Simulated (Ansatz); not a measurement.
Structure relaxation, Sb

The start is a generated cell, Sb placed in the A7 structure type. The structure is fully relaxed (lattice and positions, P = 0) with r2SCAN (plane waves to 500 eV, PAW, scalar-relativistic; Ansatz, a quantum-chemistry and plane-wave program). The first steps use a coarse 9×9×9 k-mesh.

Starting cell:
```
Sb
1.0
    2.17271     1.25441     3.74778
   -2.17271     1.25441     3.74778
    0.00000    -2.50883     3.74778
Sb
2
Direct
  0.23300   0.23300   0.23300
  0.76700   0.76700   0.76700
```

Problem. How much energy is released per atom?

Solution. Under 0.01 eV/atom.

Problem. How does the volume per atom move from start to end?

Solution. +3.1 %, from 30.64 to 31.61 Å³/atom.

Problem. How do the shortest distances between atoms change?

Solution. The closest pairs of elements (up to four, under 3.6 Å), start → end: Sb–Sb 2.92 → 2.92 Å.

Problem. What does it relax into? Give the structure.

Solution. 
Space group R-3m, hexagonal axes (No. 166); a = 4.342 Å, b = 4.342 Å, c = 11.614 Å, α = 90.00°, β = 90.00°, γ = 120.00°

```csv
atom,site,symmetry,x,y,z
Sb,6c,3m,0.0000,0.0000,0.2314
```
(The calculation used a cell of 2 atoms; values per cell refer to that cell.)

The space group stays R-3m (No. 166) (the run could not lower it); the end is AFLOW prototype A_hR2_166_c (A7, as in As), with 2 atoms in the primitive cell. Final values are on a 13×13×13 k-mesh of the relaxed cell. No spin polarisation in the result.

The run could not lose the symmetry of its start; a randomly shaken copy of 2 atoms returns to this structure.
